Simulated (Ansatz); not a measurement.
CsHO in space group Cmc2_1 (No. 36; Cs on 4a, H on 4a, O on 4a), DFT-r²SCAN in the program Ansatz with PAW potentials. The conduction-band minimum lies at Y, with 1 equivalent valley. Second derivatives d²E/dk² of the lowest band at one valley (eV·Å²), along Cartesian directions:

```
direction  d²E/dk²
---------  -------
[100]        14.94
[010]        6.262
[001]        13.67
[110]        10.60
[101]        14.31
[011]        9.967
```

Find the principal effective masses, the density-of-states mass and the conductivity mass.

Off-diagonal terms follow from H_xy = H[110] − (H_xx + H_yy)/2, and m*/mₑ = 7.620 eV·Å² over each eigenvalue: 0.51, 0.56, 1.2. One valley's DOS mass (m₁m₂m₃)^(1/3) = 0.70, conductivity mass 3/(Σ 1/mᵢ) = 0.66 mₑ.

What effective density of states Nc follows at 300 K for parabolic valleys?

Nc = 2.509e19 × 1 × (0.70)^(3/2) ≈ 1.5e19 cm⁻³.

The workflow started from a Materials Project entry (that database holds measured and hypothetical structures alike); the Crystallography Open Database copy checked does not list it. Its standing as an ambient phase is unchecked. The r²SCAN relaxation kept the symmetry of its start; its stability against distortions is not shown here. Spin–orbit coupling is left out wherever it is not named.

Potentials: the later of the program's two PAW sets.

Edges and masses are those of Kohn–Sham bands, whose gap is no quasiparticle gap.
